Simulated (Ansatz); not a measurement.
VBiO4 (scheelite type, space group I4_1/a)

```
CELL_PARAMETERS angstrom
     -2.56052     2.56052     5.81154
      2.56052    -2.56052     5.81154
      2.56052     2.56052    -5.81154
ATOMIC_POSITIONS crystal
  Bi 0.75000 0.25000 0.50000
  Bi 0.00000 0.00000 0.00000
  V  0.25000 0.75000 0.50000
  V  0.50000 0.50000 0.00000
  O  0.07985 0.96774 0.39015
  O  0.57759 0.68969 0.60985
  O  0.71774 0.82759 0.38789
  O  0.43969 0.32985 0.61211
  O  0.67015 0.28226 0.10985
  O  0.17241 0.56031 0.89015
  O  0.03226 0.42241 0.11211
  O  0.31031 0.92015 0.88789
```

The slice is a (001) plane (indices of the conventional cell) through the point (0.578, 0.690, 0.610) (fractional), spanned by u = [101] and v = [011] in vectors of this cell: u (5.12 Å) and v (5.12 Å, at 90° to u). It covers one period; positions are fractions (u, v).

The numbers are results of r2SCAN (plane waves to 500 eV, PAW, scalar-relativistic; Ansatz, an electronic-structure program), not measurements. k mesh 7×7×7. These are valence fields of a PAW run, semicore shells included where kept as valence: close to a nucleus they are smooth pseudo fields. Spin-orbit coupling is left out, though Bi is heavy. The PAW data are Ansatz's earlier set. This is one of several known forms of VBiO4; the measured ambient cells at hand have space group No. 15 or 60. VBiO4 is run without spin polarisation. VBiO4 was relaxed with its symmetry unable to fall.

Three fields on this plane, each scaled to ten steps between its own extremes (0 low, 9 high; the total valence density on a logarithmic scale, the potential cut 8 eV below its top; x marks points blanked near nuclei; v = 0 in the bottom row):

Map A
```
|xxx577788998765554xx|
|xx05666678898877870x|
|24543234678999999986|
|76410001367899999998|
|75100000146899999998|
|63000000036899999998|
|62000000026899999998|
|63000000026899999998|
|64000000046899999998|
|75300000257899999998|
|87531113556799999999|
|887654554xxx58888899|
|98877775xxxxx5666788|
|89988884xxxxx0333468|
|89999985xxxxx0000147|
|78999997xxxxx0000036|
|2689999870xx00000013|
|xx07999998652000000x|
|xxx689999986400000xx|
|xxx288889987531120xx|
```

Map B
```
|xxx853111222222468xx|
|xx97532233332223579x|
|88764444444432123578|
|66555555555542111345|
|44566776655542100123|
|34578887655432100012|
|45678987654321000123|
|45678987643210000134|
|55667776543221001234|
|55556665555432111245|
|55444455677764211234|
|443333468xxx86422233|
|32222357xxxxx8532222|
|22111358xxxxx9643222|
|33211358xxxxx9754333|
|65432247xxxxx8766556|
|9875323589xx87776778|
|xx97422456776666789x|
|xxx853123444445679xx|
|xxx853111223233569xx|
```

Map C
```
|xxx951000000000159xx|
|xx97200001110000489x|
|99621100123210002689|
|53211221124421000245|
|00123432123431000000|
|00235543112321000000|
|01245554211110000000|
|11234554210000000012|
|32124443100000000123|
|42112321112221000134|
|32111111478874100023|
|211000158xxx97300001|
|00000038xxxxx9510000|
|00000159xxxxx9510000|
|11000159xxxxx8300001|
|66410048xxxxx6110025|
|9985001699xx72111169|
|xx98300268874101149x|
|xxx950001232100027xx|
|xxx961000000000049xx|
```

Q: Assign the maps to these fields: electron localisation function (ELF); valence electron density; electrostatic potential energy of an electron, from the cell's mean.

A: A is the electrostatic potential energy of an electron, from the cell's mean; B is the valence electron density; C is the electron localisation function (ELF).
